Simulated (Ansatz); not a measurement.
Crystals of one structure type (zinc blende) and one family of elements, relaxed and computed with r²SCAN in the plane-wave PAW code Ansatz.

```tsv
crystal	V (Å³/atom)	K_Hill (GPa)
BP	11.67	169
BAs	13.69	141
GaP	20.25	?
GaAs	22.74	72.4
InP	25.76	68.4
InAs	28.49	57.8
GaSb	28.81	53.6
```

Task: Fit a straight line to ln K against ln V and predict the withheld value.

Result: Least squares on the 6 shown rows: ln K = -1.23 × ln V + (8.160), with a scatter of 4 %. For GaP this gives 86.5. The run itself gave 87.8, within the scatter.

All cells were relaxed under the symmetry of their starts (and spin orders); stability against distortions was not tested throughout. Scalar-relativistic: spin–orbit coupling is off unless named, which matters more the heavier the elements.

Potentials: the later of the program's two PAW sets.
